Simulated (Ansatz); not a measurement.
A crystal relaxed with r2SCAN in Ansatz has space group P4_2/nmc:1 (No. 137) and a = 3.577 Å, c = 5.202 Å.

```csv
atom,site,x,y,z
Hf,2a,0.5000,0.5000,0.5000
Xx,4d,0.0000,0.5000,0.6962
```

The r2SCAN gap is indirect, 5.26 eV (Z to Γ), below the direct gap of 5.33 eV at Γ. With HSE06 the valence top lies at Z and the conduction bottom at Γ, 6.37 eV higher; the smallest vertical gap, at Γ, is 6.44 eV. Meshes: r2SCAN 8×8×6, HSE06 4×4×4. r2SCAN's ε∞ is 4.9 along x and y, 4.4 along z.

Question: Which element is Xx?
A. S
B. Se
C. Te
D. O

Answer: D. Xx is O: tetragonal HfO2 (relaxed group P4_2/nmc). Around Hf lie 8 O at 2.06–2.39 Å; around O lie 4 Hf at 2.06–2.39 Å.

Spin-unpolarised throughout. Whether this structure exists isn't addressed.

Spin-orbit coupling is left out, which matters wherever the heavy atoms make up the band edges.

The meshes of the hybrids are coarse, so their gaps aren't converged to the digits shown.

For a response run the program warns that the ground state's bands aren't all converged, so ε∞ carries an extra error.
